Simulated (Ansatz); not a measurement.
Level of theory: Ansatz, DFT PBE, scalar-relativistic, plane waves, PAW. Settings: cutoff 420 eV, Γ-centred meshes spaced at most about 0.3 Å⁻¹ (2π included), Gaussian smearing. No spin polarisation in the final relaxations.

All energies are static (0 K, no zero-point motion).

Two relaxed structures of YAl2N3:

A. Space group Cmc2_1 (No. 36), orthorhombic, a = 3.313 Å, b = 17.476 Å, c = 5.269 Å. Y has 2 N at 2.18 Å, 2 N at 2.37–2.39 Å, 1 N at 2.91 Å, 10 Al at 3.09–3.44 Å, 2 Y at 3.31 Å and 2 N at 3.39 Å; Al on its first site is surrounded by 4 N at 1.89–1.96 Å, 4 Y at 3.09–3.33 Å and 8 Al at 3.30–3.32 Å; Al on its second site is surrounded by 4 N at 1.88–1.95 Å, 2 Y at 3.20 Å, 6 Al at 3.24–3.31 Å, 1 N at 3.38 Å and 4 Y at 3.42–3.44 Å; N on its first site is surrounded by 3 Al at 1.89–1.96 Å and 1 Y at 2.39 Å; N on its second site is surrounded by 2 Al at 1.88–1.90 Å and 2 Y at 2.18 Å; 1 more site not described.

B. Space group Cmc2_1 (No. 36), orthorhombic, a = 10.182 Å, b = 5.780 Å, c = 5.154 Å. Around Y lie 4 N at 2.27–2.41 Å, 1 N at 2.74 Å, 8 Al at 3.14–3.34 Å, 2 Y at 3.40 Å, 1 N at 3.46 Å and 2 Al at 3.53 Å; Al has 4 N at 1.89–1.95 Å, 4 Y at 3.14–3.34 Å, 6 Al at 3.15–3.27 Å, 1 N at 3.28 Å and 1 Y at 3.53 Å; N on a site of symmetry 1 is surrounded by 3 Al at 1.89–1.90 Å and 1 Y at 2.27 Å; around N on a site of symmetry m lie 2 Al at 1.95 Å, 2 Y at 2.33–2.41 Å and 1 Y at 2.74 Å.

Problem. Which would you expect to be lower, and how large is the difference?

Solution. B is lower, by 71 meV/atom. A has Y and Al ordered on wurtzite sites, space group Cmc2_1 (No. 36), 12.7 Å³/atom and a gap of 2.69 eV on its mesh; B has Y and Al ordered on wurtzite sites, space group Cmc2_1 (No. 36), 12.6 Å³/atom and a gap of 2.29 eV. Origin: A was invented; B is a Materials Project cell, relaxed.

Kohn–Sham gaps at this level usually fall short of measured ones.
